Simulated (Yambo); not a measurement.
```
Cs2LiAlF6
1.0
    6.29790     0.00000     0.00000
   -3.14895     5.45414     0.00000
    0.00000     0.00000     5.10330
Li F Al Cs
1 6 1 2
Direct
  0.00000   0.00000   0.00000
  0.86585   0.13415   0.28188
  0.13415   0.86585   0.71812
  0.86585   0.73170   0.28188
  0.13415   0.26830   0.71812
  0.26830   0.13415   0.28188
  0.73170   0.86585   0.71812
  0.00000   0.00000   0.50000
  0.33333   0.66667   0.22866
  0.66667   0.33333   0.77134
```

Cs₂LiAlF₆ (space group P-3m1, No. 164): mean Im ε in 1 eV windows above the direct gap of 10.72 eV, for different electron-hole kernels (Yambo, broadening 0.15 eV, LDA (Quantum ESPRESSO, PseudoDojo norm-conserving, 84 Ry, no spin-orbit coupling) bands; 3×3×4 mesh, 22 valence and 11 conduction bands, static screening with 98 bands and a 3 Ry block, scissor 4.16 eV, Tamm-Dancoff; field along x).

```tsv
window (eV)	independent quasiparticles	BSE
10.7 to 11.7	0.2	1.3
11.7 to 12.7	0.7	1.1
12.7 to 13.7	1.6	1.4
13.7 to 14.7	1.7	1.0
```

This run doesn't resolve bound excitons or single peaks, so only averages are given, and they too depend on the mesh; weight that the attraction moves below the gap isn't listed. All transitions below 15.43 eV are in the band window. The scissor comes from a G0W0 run whose convergence isn't established.

Geometry of the Materials Project entry, not relaxed at this level.

The structure is a Materials Project entry; no match was found in the copy of COD used, and its stability was not checked.
